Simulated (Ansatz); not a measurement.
The elements of this relaxed trial crystal are hidden behind letters.

```
lattice vectors (Å)
   5.2526    0.0000    0.0000
   0.0000    5.2526    0.0000
   0.0000    0.0000    5.2526
fractional positions
X 0.0000 0.0000 0.0000
X 0.5000 0.5000 0.5000
X 0.0000 0.5000 0.5000
X 0.5000 0.0000 0.5000
X 0.5000 0.5000 0.0000
Z 0.5000 0.0000 0.0000
Z 0.0000 0.5000 0.0000
Z 0.0000 0.0000 0.5000
```

All numbers below come from DFT PBE, scalar-relativistic, plane waves, PAW in Ansatz 0.2.0. Settings of the last relaxation (8-atom cell): 420 eV, 8×8×8 k points, Gaussian smearing of 0.10 eV, no spin polarisation.

```
Space group                              : Pm-3m (No. 221)
Conventional cell                        : a = 5.253 Å
Volume per atom                          : 18.11 Å³
Density                                  : 10.87 g/cm³
Energy over the elements                 : −0.08 eV/atom
Gap on the 8×8×8 mesh of the 8-atom cell : 0 eV (a metal)
```

Energies are uncorrected and count from the elements' standard states at the same level.

Question: X is a p-block element of period 4 and Z is a d-block element of period 6. Which elements are they?

Answer: X = Ge, Z = Pt, so the formula is Ge5Pt3. Density times volume gives a mean mass of 10.87 × 18.11/1.6605 = 118.6 u per atom, and this set has 118.6 u. Among the elements that the hints allow, noble gases aside, only these give it. Ge on a site of symmetry m-3m is surrounded by 6 Pt at 2.63 Å; around Ge on a second site of symmetry m-3m lie 6 Ge at 2.63 Å; around Pt lie 6 Ge at 2.63 Å; 1 more site not described.

These runs have no spin–orbit coupling, which can matter for Pt. A structure relaxed within its symmetry needn't be a true minimum.
